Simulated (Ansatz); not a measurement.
A distorted cell of Pt (fcc, Cu type):

```yaml
crystal:
  lattice:
    - [0.00000, 3.94026, 3.94026]
    - [1.97013, 0.00000, 1.97013]
    - [1.97013, 1.97013, 0.00000]
  atoms:
    - { symbol: Pt, position: [0.98169, 0.01221, 0.01221] }
    - { symbol: Pt, position: [0.51831, 0.98779, 0.98779] }
```

Calculation: r2SCAN (plane waves to 500 eV, PAW, scalar-relativistic; Ansatz, an electronic-structure program). k mesh 10×20×20 (Γ-centred), Fermi-Dirac smearing 0.05 eV. Compression counts positive. With partly filled bands, energies and forces of such displacements shift with the k mesh and the smearing. Pt is run without spin polarisation. Pt was relaxed with its symmetry unable to fall. Spin-orbit coupling is left out, though Pt is heavy.

Task: What forces act on the atoms (eV/Å, Cartesian)?

Result: 
```json
[
 {"atom": "Pt1", "Fx": "-1.315", "Fy": "1.315", "Fz": "1.315"},
 {"atom": "Pt2", "Fx": "1.315", "Fy": "-1.315", "Fz": "-1.315"}
]
```

Task: Give the stress tensor in GPa and the pressure.

Result: 
```
    4.6     -0.6     -0.6
   -0.6      4.6      0.6
   -0.6      0.6      4.6
```
The pressure, a third of the trace, is 4.6 GPa.

(For displaced atoms, the force is minus the slope of the energy, and its curvature is a force constant, which sets phonon frequencies.)
